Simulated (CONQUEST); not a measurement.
Set-up for a self-consistent single point of Ge (P1, 8 atoms in the cell; from Materials Project mp-1007760, changed as shown).

```yaml
crystal:
  lattice:
    - [3.99759, 0.00000, 0.00000]
    - [0.00000, 6.92403, 0.00000]
    - [0.00000, 0.00000, 6.59938]
  atoms:
    - { symbol: Ge, position: [0.51372, 0.16503, 0.06581] }
    - { symbol: Ge, position: [0.00338, 0.34085, 0.92845] }
    - { symbol: Ge, position: [0.01220, 0.35007, 0.56578] }
    - { symbol: Ge, position: [0.48263, 0.15789, 0.43630] }
    - { symbol: Ge, position: [0.00553, 0.66138, 0.06423] }
    - { symbol: Ge, position: [0.49600, 0.82512, 0.93844] }
    - { symbol: Ge, position: [0.48280, 0.82641, 0.55403] }
    - { symbol: Ge, position: [0.00373, 0.67327, 0.44697] }
```

Computed with PBEsol, numerical atomic orbitals double-zeta with polarisation (the shipped basis), PseudoDojo norm-conserving potentials made for PBEsol in CONQUEST 1.3.

CONQUEST settings:

```
setting                                            value
---------------------  ---------------------------------
basis                                                DZP
Diag.MPMeshX, Y, Z                                 6 4 4
potentials             PseudoDojo norm-conserving PBEsol
Grid.GridCutoff                                   175 Ha
DM.SolutionMethod                                 diagon
Diag.kT                                      0.004998 Ha
Diag.GammaCentred                                   true
minE.SCTolerance                                 1.0e-06
SC.MaxIters                                          100
SC.LinearMixingFactor                                0.5
SC.KerkerPreCondition                               true
SC.KerkerFactor                               0.1 1/bohr
AtomMove.TypeOfRun                                static
```

Results:

* **Number of valence electrons**: 112
* **Number of bands**: 144
* **Number of k-points after the program's reduction**: 74
* **Size of the basis**: 144
* **Number of SCF iterations**: 6
* **FFT grid**: 48 × 80 × 80
* **Free energy E − TS**: -19414.9904 eV
* **Fermi level (on the code's own zero)**: -4.33 eV
* **Pressure**: 1.14 GPa
* **Largest force (vector length)**: 1.825 eV/Å

Forces (eV/Å):
| atom | Fx | Fy | Fz |
|---|---|---|---|
| Ge1 | -0.395 | 0.055 | -0.580 |
| Ge2 | 0.333 | -0.873 | 0.815 |
| Ge3 | -0.773 | -1.381 | -0.547 |
| Ge4 | 0.791 | 0.983 | 0.285 |
| Ge5 | -0.379 | 0.345 | 0.464 |
| Ge6 | 0.381 | 0.508 | -0.298 |
| Ge7 | 1.157 | 0.748 | 1.196 |
| Ge8 | -1.138 | -0.379 | -1.332 |

For comparison: a first run was changed to give this one (atoms moved at random), and from it to this one the free energy goes up by 51.4 meV/atom, the pressure goes from 0.48 to 1.14 GPa and the largest force goes from under 0.1 to 1.82 eV/Å.

The program uses no crystal symmetry, so grid and mesh can part values that symmetry would make equal. The atom-centred basis is finite, which shifts total energies, pressures and forces against plane waves. Forces above 1 eV/Å remain at this geometry, of which the finite basis can carry a part. The structure comes from a collection of computed structures, made at another level of theory; the collection holds predicted forms beside known ones. No clean gap shows at this smearing width and mesh (spacing up to 0.26 Å⁻¹); the mesh is coarse for partly filled bands, so the values carry mesh errors. Semi-local functionals can close small gaps.

Cost on one core: around 70 core-seconds (rough).
